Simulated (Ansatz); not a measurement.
A relaxed cell of CaInC4N4 is given with its symmetry left out. The cell was found from a structure generator's guess, not taken from experiment.

These are results of DFT PBE, scalar-relativistic, plane waves, PAW (Ansatz), not measurements. Cutoff 420 eV, Γ-centred mesh, Gaussian smearing, no spin polarisation.

```xyz
10
Lattice="6.5711 0.0000 0.0000 0.0000 6.5711 0.0000 0.0000 0.0000 6.5711" Properties=species:S:1:pos:R:3 pbc="T T T"
Ca    3.2855    3.2855    3.2855
In    0.0000    0.0000    0.0000
C     1.2516    1.2516    1.2516
C     1.2516    5.3195    5.3195
C     5.3195    1.2516    5.3195
C     5.3195    5.3195    1.2516
N     1.9293    1.9293    1.9293
N     1.9293    4.6418    4.6418
N     4.6418    1.9293    4.6418
N     4.6418    4.6418    1.9293
```

Energies over the elements count from the elements' standard structures at the same level (N₂ as a molecule), with no fitted energy shifts.

(1) Find its symmetry and describe it.

(2) What is its formation energy per atom?

(3) Is it a metal?

(4) From what recipe could a structure generator have reached it?

Answers

(1) P-43m (No. 215). Conventional cell: a = 6.571 Å. Around Ca lie 4 N at 2.35 Å; In has 4 C at 2.17 Å; C is surrounded by 1 N at 1.17 Å and 1 In at 2.17 Å; N has 1 C at 1.17 Å and 1 Ca at 2.35 Å.

(2) +0.23 eV/atom. It can't be a ground state, since the elements alone are lower.

(3) Yes, bands cross the Fermi level on the 6×6×6 mesh.

(4) One such recipe: two interpenetrating cyanide-bridged diamond nets (P-43m, No. 215). Other recipes can lead to the same cell.

The last run used a 6×6×6 mesh for its 10-atom cell and Gaussian smearing of 0.10 eV. An odd number of electrons in the primitive cell allows no gap without spin; a larger cell or a magnetic state could open one. The reference form of C is held partly by dispersion forces, which this level lacks. A structure relaxed within its symmetry needn't be a true minimum.
